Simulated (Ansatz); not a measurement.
PdOSe (Janus 2H monolayer), relaxed with r2SCAN. In-plane lattice: a = 3.171 Å, b = 3.171 Å, γ = 120.0°; thickness between the outer nuclei 2.85 Å. Pd is surrounded by 3 O at 2.13 Å and 3 Se at 2.55 Å; O is surrounded by 3 Pd at 2.13 Å; Se is surrounded by 3 Pd at 2.55 Å.

The questions ask for values computed with Ansatz on this geometry. The cell comes from a prototype generator: it can be a known phase or a hypothetical one. No magnetic order is allowed.

Q: Is there a gap with r2SCAN, and of what kind?

A: r2SCAN gives no gap: the lowest nominally empty band dips 0.27 eV below the top of the last filled one (its bottom at K–Γ (0.50 of the way from K), the top at K–Γ (0.90 of the way from K)), so the cell is a metal or semimetal at this level.

Q: How does the gap change from r2SCAN to LDA (12×12×1)?

A: With LDA the bands overlap by 0.25 eV (counted from 1, band 20 peaks at Γ–M (0.17 of the way from Γ) and band 21 bottoms out at K): no gap.

Q: What does PBE give for the gap (12×12×1 mesh)?

A: PBE gives no gap: the lowest nominally empty band dips 0.25 eV below the top of the last filled one (its bottom at K–Γ (0.50 of the way from K), the top at K–Γ (0.90 of the way from K)), so the cell is a metal or semimetal at this level.

Q: What does PBE+SOC give for the gap (12×12×1 mesh)?

A: With PBE+SOC the bands overlap by 0.30 eV (counted from 1, band 40 peaks at K–Γ (0.90 of the way from K) and band 41 bottoms out at K–Γ (0.50 of the way from K)): no gap. Spin-orbit coupling itself accounts for -0.052 eV.

Only the levels marked +SOC include spin-orbit coupling.

Where an edge lies off the special points, it is a point of the mesh or the k point where a search put PBE's edge or least direct gap, reused for the other functionals, whose own edges may lie a little apart.

For some runs the program warns that the potential is rough where the density is thin, which bears on empty states near the vacuum.
